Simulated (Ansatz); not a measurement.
CsPbI₂Br (P4/mmm) from a database structure, relaxed with r2SCAN, was run in the plane-wave code Ansatz under altered settings. All numbers are computed, without spin polarisation but where a row says otherwise.

```
CELL_PARAMETERS angstrom
6.36512 0.00000 0.00000
0.00000 6.36512 0.00000
0.00000 0.00000 5.92424
ATOMIC_POSITIONS crystal
Cs 0.50000 0.50000 0.50000
Pb 0.00000 0.00000 0.00000
I 0.00000 0.50000 0.00000
I 0.50000 0.00000 0.00000
Br 0.00000 0.00000 0.50000
```

The base run's other keys:
```yaml
kpoints:
  mp_grid: { grid: [4, 4, 4] }
hamiltonian:
  xc: pbe
scf:
  occupations: { method: fixed }
  n_extra_bands: 5
```

It takes 6 iterations with 4655 plane waves at 420 eV and 18 k points, and leaves a mean stress of +0.52 GPa. The gap over this mesh is 1.423 eV. It ran on 4 threads of Arm Neoverse V2, with other jobs on the host.

Outcomes, with energy and stress as changes against the base:
```csv
setting,outcome,ΔF (meV/atom),Δ mean stress (GPa),gap on the mesh (eV),iterations,wall time
basis.ecutwfc: 750,converged,-0.7,0.00,1.423,6,5.3 s
scf.n_extra_bands: 1,converged,0.0,0.00,1.423,7,2.1 s
accuracy: low,converged,0.0,0.00,1.423,6,2.3 s
basis.ecutwfc: 500,converged,-0.6,0.00,1.423,6,2.9 s
scf.occupations: fermi_dirac 0.2,converged,-0.3,0.00,1.424,6,2.3 s
basis.xc_grid: 3,converged,0.0,0.00,1.423,6,2.3 s
basis.ecutwfc: 250,"converged, warned",+544,+0.02,1.470,6,1.3 s
hamiltonian.xc: lda,converged,–,-2.10,1.315,7,2.4 s
basis.ecutwfc: 600,converged,-0.7,0.00,1.423,6,3.9 s
basis.ecutwfc: 300,"converged, warned",+44,-0.02,1.427,7,1.6 s
basis.ecutwfc: 0,refused,–,–,–,–,0.05 s
basis.ecutrho_ratio: 2,"converged, warned",-0.9,+0.01,1.423,6,3 s
```
A dash marks a value that wasn't obtained or can't be compared. Stress is positive in compression. The base took 3.1 s.

- basis.ecutwfc: 250. 2147 plane waves in place of 4655. The free energy moves by +544 meV an atom, the mean stress by +0.02 GPa and the gap on the mesh by +0.047 eV (to 1.470). The basis is too small: these are errors of the cutoff. Warned: cutoff below recommended.
- hamiltonian.xc: lda. The mean stress moves by -2.10 GPa and the gap on the mesh by -0.108 eV (to 1.315). It's another functional on the same cell, so totals aren't comparable.
- basis.ecutwfc: 300. 2785 plane waves in place of 4655. The free energy moves by +44 meV an atom, the mean stress by -0.02 GPa and the gap on the mesh by +0.004 eV (to 1.427). The basis is too small: these are errors of the cutoff. Warned: cutoff below recommended.
- basis.ecutwfc: 0. The input is refused before any iteration. Error: invalid value for `basis.ecutwfc`: must be finite and > 0; got 0 eV
- basis.ecutrho_ratio: 2. Energy, stress and gap stay within 1 meV an atom, 0.1 GPa and 0.005 eV of the base. The result hardly depends on this setting here. Warned: cutoff below recommended.

Within 1 meV an atom, 0.1 GPa and 0.005 eV of the base stay: basis.ecutwfc: 750; scf.n_extra_bands: 1; accuracy: low; basis.ecutwfc: 500; scf.occupations: fermi_dirac 0.2; basis.xc_grid: 3; basis.ecutwfc: 600; basis.ecutrho_ratio: 2.

Spin-orbit coupling is left out; in compounds of Pb, Bi, Tl or Hg it can lower a gap by up to about 1 eV, split its edges or invert the bands.
